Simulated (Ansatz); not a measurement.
Cu3PdN (anti-perovskite, Pm-3m) at seven volumes, LDA (plane waves, PAW; program Ansatz), scaled uniformly. One row is withheld.

```tsv
V (Å³/atom)	P (GPa)
9.810	25.53
10.134	15.47
10.457	?
10.781	0.00
11.104	-5.90
11.428	-10.82
11.751	-14.89
```

**Question.** Fit the shown pressures and predict the withheld one.

**Answer.** Third-order Birch–Murnaghan: P = (3/2)B₀(x^(7/2) − x^(5/2))[1 + (3/4)(B′ − 4)(x − 1)] with x = (V₀/V)^(2/3). Least squares on the six rows gives V₀ = 10.781 Å³/atom, B₀ = 214.1 GPa, B′ = 4.96. At V = 10.457, x = 1.0206 and P = 7.05 GPa. The run itself gave 7.05 GPa.

The first step of the workflow began from a Materials Project structure, measured or hypothetical; the Crystallography Open Database copy checked does not list it. Its standing as an ambient phase is unchecked. The LDA relaxation kept the symmetry of its start; whether a distortion lowers the energy is not shown. The run is not spin-polarised.

Potentials: the later of the program's two PAW sets.
